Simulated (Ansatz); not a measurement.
Consider the following.

ZrTa:
```
ZrTa
1.0
    2.91769     0.00000     0.00000
    0.00000     2.91769     0.00000
    0.00000     0.00000     4.82706
Ta Zr
1 1
Cartesian
  0.00000   0.00000   0.00000
  1.45885   1.45885   2.41353
```

This is the PBE-relaxed structure.

Question: All from plane-wave PAW PBE (Ansatz code), unless another level is named. Predict the density of states at the Fermi level.

Answer: 1.7 states/eV per atom (mean over ±0.08 eV).

Question: Give the formation energy from the elements (no fitted shifts).

Answer: 0.21 eV/atom.

Space group P4/mmm (L1₀ or tetragonal B2). The start of the workflow was typed in or built on a structure type; neither database checked (COD, Materials Project) lists it. Whether it is the stable phase at ambient conditions was not checked. The cell was relaxed with PBE under the symmetry of its start; whether a distortion lowers the energy is not shown. The run is not spin-polarised. Its formation energy is positive at this level, so the cell may be metastable or incomplete. The references are the lowest solids computed at this level, not always the standard phases. Spin–orbit coupling is left out wherever it is not named.

Potentials: the later of the program's two PAW sets.
